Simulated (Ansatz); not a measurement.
BeS, first-principles data

BeS:
```xyz
6
Lattice="3.3989 0.0000 0.0000 -1.6994 2.9435 0.0000 0.0000 0.0000 7.6723" Properties=species:S:1:pos:R:3 pbc="T T T"
Be     1.6994     0.0000     0.0000
Be    -0.8497     1.4717     2.5574
Be     0.8497     1.4717     5.1149
S      1.6994     0.0000     3.8362
S     -0.8497     1.4717     6.3936
S      0.8497     1.4717     1.2787
```

Space group P6_422 (No. 181); conventional cell a = b = 3.3989 Å, c = 7.6723 Å, α = β = 90.00°, γ = 120.00°.

Method: LDA in the plane-wave PAW code Ansatz. Geometry: relaxed at this level of theory. Other levels are named where they apply.

### Cell and energy

| Property | Result |
|---|---|
| Volume per atom | 12.79 Å³ |
| Density | 2.67 g/cm³ |
| Formation energy from the elements (no fitted shifts) | -0.85 eV/atom |

### Electronic structure

| Property | Value |
|---|---|
| Band gap | 2.42 eV (indirect) |
| Valence-band maximum | on the Γ–M line, 4 % of the way from Γ |
| Conduction-band minimum | on the M–K line, 10 % of the way from M (6 equivalent valleys) |
| Smallest direct gap on the standard path | 3.75 eV |
| Electron effective mass | 0.30, 0.30, 0.57 mₑ (principal values) |

### Mechanics

| Property | Value |
|---|---|
| Bulk modulus (Birch–Murnaghan fit) | 110 GPa |
| Pressure derivative B′ | 3.8 |
| Elastic constants (relaxed ions, GPa) | C11 = 208, C12 = 61.0, C13 = 57.9, C33 = 223, C44 = 71.9 |
| Mechanical stability | stable (all eigenvalues of C positive) |
| Hill bulk and shear moduli | 110 and 74.1 GPa |
| Young's modulus | 182 GPa |
| Poisson's ratio | 0.23 |
| Debye temperature from the elastic constants | 743 K |
| Piezoelectric stress constants (proper, relaxed ions, C/m²) | e14 = 0.03, e25 = -0.03 |

### Dielectric response

| Property | Result |
|---|---|
| Electronic dielectric constant ε∞ (DFPT) | 6.94 (xx = yy), 7.56 (zz) |
| Static dielectric constant ε0 (ions relaxed, cell fixed) | 10.9 (xx = yy), 11.1 (zz) |
| Born charges (a third of the trace) | Be +1.83, S -1.83 e |

### Phonons

| Property | Result |
|---|---|
| Highest zone-centre frequency (without LO–TO term) | 641 cm⁻¹ |
| Zone-centre stability | no imaginary mode at Γ |
| Dynamical stability on the path | stable (no imaginary branch) |
| Zero-point energy | 69.7 meV/atom |
| Vibrational entropy at 300 K | 16.0 J/(K·mol of atoms) |

The start of the workflow was typed in or built on a structure type; neither database checked (COD, Materials Project) lists it. COD files the formula under space group No. 216. Whether it is the stable phase at ambient conditions was not checked. The cell was relaxed with LDA under the symmetry of its start. Signs of piezoelectric constants follow the polarity of the cell as given. The references are the lowest solids computed at this level, not always the standard phases.

Potentials: the earlier of the program's two PAW sets. The files were generated under PBE; for other functionals the program regenerates the frozen cores, and for LDA and PBEsol the local potential too.
